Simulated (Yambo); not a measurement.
G0W0@PBEsol for MgZn3S4 (space group Pm, No. 6) in Yambo (2×4×2 mesh, 6 Ry block, plasmon pole, screening fixed), without a terminator:

```tsv
bands N in G	gap Γ → Γ (eV)	shift of the valence edge (eV)
91	3.623	-0.194
135	3.641	-0.530
194	3.648	-0.675
```

Problem. Extrapolate both columns to infinite N with E(N) = E∞ + A/N, test the form, and compare with the terminator.

Solution. From two points, E∞ = (N2 E2 − N1 E1)/(N2 − N1). The two largest N give 3.66 eV for the gap and -1.01 eV for the shift; the two smallest give 3.68 eV and -1.22 eV. For the gap the slopes A are -5.0 and -3.1 eV: the form isn't reached, and its limit is uncertain. For the shift the slopes A are 94 and 64 eV: the form isn't reached, and its limit is uncertain. With the Bruneval-Gonze terminator and 194 bands the run gives 3.68 eV and -0.83 eV, 0.02 eV and 0.18 eV from the extrapolated values: the terminator too is an estimate of the remainder. Block, mesh and the bands in W are held fixed.

Geometry of the Materials Project entry, not relaxed at this level; primitive cell a = 6.3123 Å, b = 3.8545 Å, c = 6.6932 Å, α = 90.00°, β = 90.05°, γ = 90.00°.

The structure is a Materials Project entry; no match was found in the copy of COD used, and its stability was not checked.

A shift is the quasiparticle energy of the state minus its PBEsol energy.
